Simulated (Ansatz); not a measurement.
Energies of structures of TiC at several levels, each column relative to the first row (Fm-3m, cF8, rock salt type), in eV/atom. Geometries are relaxed with r2SCAN (plane waves to 500 eV, PAW, scalar-relativistic; Ansatz, a program for electronic structure) unless a column says relaxed; all runs are Ansatz, PAW (cutoffs: PBE, relaxed 420 eV). Columns compare only within themselves.

```tsv
structure	r2SCAN	PBE, relaxed
Fm-3m, cF8, rock salt type	0.00	0.00
P6₃/mmc, hP8, AFLOW prototype AB_hP8_194_ad_f (B_i, as in TiAs)	+0.23	…
R3m, hR6, AFLOW prototype AB_hR6_160_b_b (B13, as in NiS)	+0.70	…
```

Problem. Complete the blanks.

Solution. 
- P6₃/mmc, hP8, AFLOW prototype AB_hP8_194_ad_f (B_i, as in TiAs), PBE, relaxed: +0.22
- R3m, hR6, AFLOW prototype AB_hR6_160_b_b (B13, as in NiS), PBE, relaxed: +0.68

At PBE, relaxed the lowest of those computed is still Fm-3m, cF8, rock salt type. Against r2SCAN, PBE moves these energy differences by -0.03 to -0.01 eV/atom and the volumes by +0.4 % to +0.5 %.

Probably no minimum, since a slightly shaken restart fell lower: R3m, hR6, AFLOW prototype AB_hR6_160_b_b (B13, as in NiS) (by 0.70 eV/atom, to Fm-3m). Each run could gain symmetry but not lose that of its start, so entries can be saddle points. From databases, or of a type measured for this composition: Fm-3m, cF8, rock salt type; the others are generated cells (placed on structure types, drawn at random, substituted or restacked) that were not matched to a known phase here. Static energies at zero pressure. The runs use different k-meshes, so differences are rounded accordingly. No spin polarisation in the result.
